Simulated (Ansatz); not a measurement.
Input:

Mo:
```
CELL_PARAMETERS angstrom
      2.57491     0.00000     0.00000
      0.00000     2.57491     0.00000
      0.00000     0.00000     2.57491
ATOMIC_POSITIONS crystal
  Mo 0.00000 0.00000 0.00000
```

This is the PBEsol-relaxed structure.

All from the program Ansatz at the PBEsol level (PAW), unless another level is named. Give the density of states at the Fermi level.

1.3 states/eV per atom (mean over ±0.08 eV).

Next, the gap with spin–orbit coupling?

none (metallic).

Space group Pm-3m (simple cubic). The cell is a constructed one: a structure type filled with these elements; neither database checked (COD, Materials Project) lists it. It is not the phase usual at ambient conditions (space group No. 229). The PBEsol relaxation kept the symmetry of its start. At this level the phase is mechanically unstable. The run is not spin-polarised. Scalar-relativistic: spin–orbit coupling is off unless named, which matters more the heavier the elements.

Potentials: the later of the program's two PAW sets.
